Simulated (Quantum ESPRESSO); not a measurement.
Space group P4/nmm, origin choice 1 (No. 129); a = 3.8137 Å, b = 3.8137 Å, c = 4.8869 Å, α = 90.00°, β = 90.00°, γ = 90.00°

| atom | site | symmetry | x | y | z |
|---|---|---|---|---|---|
| O | 2a | -4m2 | 0.0000 | 0.0000 | 0.0000 |
| Sn | 2c | 4mm | 0.0000 | 0.5000 | 0.2354 |

The geometry is that of Materials Project entry mp-2097, symmetrised and not relaxed again.

Question: What does LDA (Quantum ESPRESSO, PseudoDojo norm-conserving, 84 Ry, scalar-relativistic) give for the electronic structure near the Fermi level?

Answer: The LDA gap is indirect, 0.21 eV, from 82 % of the way from M to Γ to M; the smallest direct gap is 2.00 eV. Another valence extremum on the path lies within 0.02 eV, too close to call. Spin-orbit splittings are left out.

The distance between layers or molecules is the database entry's, not relaxed here. Functionals without dispersion can leave it too large, which widens gaps and weakens the response across layers: the numbers belong to this cell.
